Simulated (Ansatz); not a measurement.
RuN2 in space group Pnnm (No. 58; Ru on 2a, N on 4g) under volume change, LDA in the plane-wave PAW code Ansatz, shape and atoms relaxed at each volume.

| V (Å³/atom) | E − E(relaxed) (meV/atom) | P (GPa) |
|---|---|---|
| 7.841 | 90.9 | 41.23 |
| 8.099 | … | … |
| 8.358 | 8.9 | 11.37 |
| 8.616 | 0.0 | 0.00 |
| 8.875 | 7.9 | -9.51 |
| 9.133 | 29.8 | -17.43 |
| 9.391 | … | … |

**Question.** What belongs in the gaps?

**Answer.** 
- 8.099, E − E(relaxed) (meV/atom): 37.9
- 8.099, P (GPa): 24.99
- 9.391, E − E(relaxed) (meV/atom): 63.4
- 9.391, P (GPa): -23.94

**Question.** What does a third-order Birch–Murnaghan fit give for V₀, B₀ and B′?

**Answer.** V₀ = 8.62 Å³/atom, B₀ = 345 GPa, B′ = 5.0.

The workflow started from a Materials Project entry (that database holds measured and hypothetical structures alike); the Crystallography Open Database copy checked does not list it. Its standing as an ambient phase is unchecked. Symmetry was held in the LDA relaxation; its stability against distortions is not shown here. No spin polarisation was allowed. Spin–orbit coupling is left out wherever it is not named.

Potentials: the later of the program's two PAW sets.
